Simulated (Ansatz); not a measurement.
What a change of settings does to a run on ZnS

The cell was built from the wurtzite type and relaxed in the same program, and has space group P6_3mc; it needn't be a known or the stable phase.

First run: DFT, PBE, all-electron LAPW, scalar-relativistic (Ansatz 0.2.0).

Command: `ansatz run input.yaml --threads 1 --pin off --max-ram 3072MiB --backend cpu --events-out ev --progress --plain --runs-dir out` The run took 2.6 min on 1 thread of Arm Neoverse V1, on a shared host, peak memory 0.58 GiB.

```yaml
crystal:
  lattice:
    - [3.845177355, 0.0, 0.0]
    - [-1.9225886775, 3.3300212715, 0.0]
    - [0.0, 0.0, 6.3055372693]
  atoms:
    - { symbol: Zn, position: [0.3333333333, 0.6666666667, 0.0007272007] }
    - { symbol: Zn, position: [0.6666666667, 0.3333333333, 0.5007272007] }
    - { symbol: S, position: [0.3333333333, 0.6666666667, 0.3752727993] }
    - { symbol: S, position: [0.6666666667, 0.3333333333, 0.8752727993] }
kpoints:
  mp_grid: { grid: [12, 12, 7] }
  band_path:
    path:
      - [0.0, 0.0, 0.0]
      - [0.5, 0.0, 0.0]
      - [0.3333333333, 0.3333333333, 0.0]
      - [0.0, 0.0, 0.0]
      - [0.0, 0.0, 0.5]
      - [0.5, 0.0, 0.5]
      - [0.3333333333, 0.3333333333, 0.5]
      - [0.0, 0.0, 0.5]
      - [0.5, 0.0, 0.5]
    npoints: 14
scf:
  occupations: { method: fermi_dirac, width: 0.03 }
hamiltonian:
  xc: pbe
  pseudopotentials: { kind: all_electron, lapw: { basis_error: 0.001 } }
output:
  forces: true
  stress: true
  eigenvalues: true
  populations: true
  dos: { projected: true, de: 0.2, e_range: [-14, 8] }
```

Result: converged; pressure 0.01 GPa; gap on the k mesh 2.08 eV (the mesh can miss the band edges); 9 SCF iterations.

A second input differs as follows:

```diff
@@ -10,5 +10,5 @@
     - { symbol: S, position: [0.6666666667, 0.3333333333, 0.8752727993] }
 kpoints:
-  mp_grid: { grid: [12, 12, 7] }
+  mp_grid: { grid: [1, 1, 1] }
   band_path:
     path:
@@ -25,4 +25,5 @@
 scf:
   occupations: { method: fermi_dirac, width: 0.03 }
+  max_iter: 60
 hamiltonian:
   xc: pbe
@@ -33,4 +34,3 @@
   eigenvalues: true
   populations: true
-  dos: { projected: true, de: 0.2, e_range: [-14, 8] }
```

Problem. What is wrong with it, and what does the program do?

Solution. The fault is one k-point for a small cell. The run converged; energy at zero smearing +3268.1 meV/atom from the first run; pressure 26.2 GPa; largest force 1.804 eV/Å; gap on the k mesh 1.62 eV (the mesh can miss the band edges); 11 SCF iterations. Such numbers aren't properties of the crystal. The log ends:
```
  site symbol       q [e]
     0     Zn     28.7393
     1     Zn     28.7393
     2      S     17.0659
     3      S     17.0659
  spilling = 0.004235 (of n_electrons = 92.000000)
```
